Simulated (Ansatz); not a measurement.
Relaxing an invented Zn₄S structure

Theory: Ansatz, DFT PBE, scalar-relativistic, plane waves, PAW. Cutoff 420 eV, Gaussian smearing, Γ-centred meshes. Cell and atoms relax first on a coarse mesh and then on a finer one. In between, the cell is made exact in the group found at 0.06 Å. In metals the finer mesh still leaves noise of several meV/atom or more. The steps can't lower the symmetry of their start. No spin polarisation.

A trial structure of Zn₄S was built thus: random cell by space group and Wyckoff sites (Im-3m, No. 229). The dimensions are guesses.

```
Zn S
1.0
    -2.87179    2.87179    2.87179
     2.87179   -2.87179    2.87179
     2.87179    2.87179   -2.87179
Zn S
4 1
Cartesian
  1.4359 1.4359 1.4359
  1.4359 1.4359 -1.4359
  1.4359 -1.4359 1.4359
  -1.4359 1.4359 1.4359
  0.0000 0.0000 0.0000
```

The zero of energy is the elements' standard structures at the same level; no fitted shifts are applied.

Question: Where does the relaxation end?

Answer: The symmetry stays Im-3m (No. 229). The volume per atom grows by 3.0 %, from 18.9 to 19.5 Å³. The shortest distance goes from 2.49 Å (Zn–S) to 2.51 Å (Zn–S). Conventional cell: a = 5.800 Å. Around Zn lie 2 S at 2.51 Å and 6 Zn at 2.90 Å; around S lie 8 Zn at 2.51 Å.

```
Zn S
1.0
    -2.89990    2.89990    2.89990
     2.89990   -2.89990    2.89990
     2.89990    2.89990   -2.89990
Zn S
4 1
Direct
  0.50000 0.50000 0.50000
  0.00000 0.00000 0.50000
  0.00000 0.50000 0.00000
  0.50000 0.00000 0.00000
  0.00000 0.00000 0.00000
```

Question: How does it come out in energy, and is it a metal?

Answer:

- Energy over the elements: +0.32 eV/atom
- Gap on the 10×10×10 mesh of the 5-atom cell: 0 eV (a metal)

The separate elements lie lower, so it is unstable against them.

The last run used Gaussian smearing of 0.10 eV. The reference form of S is held partly by dispersion forces, which this level lacks. Symmetry constrained the relaxation, so the result can be a saddle point. Another cell of Zn4S relaxed alike, in P-43m, lies 0.31 eV/atom lower, so this cell isn't the stable form at this level.
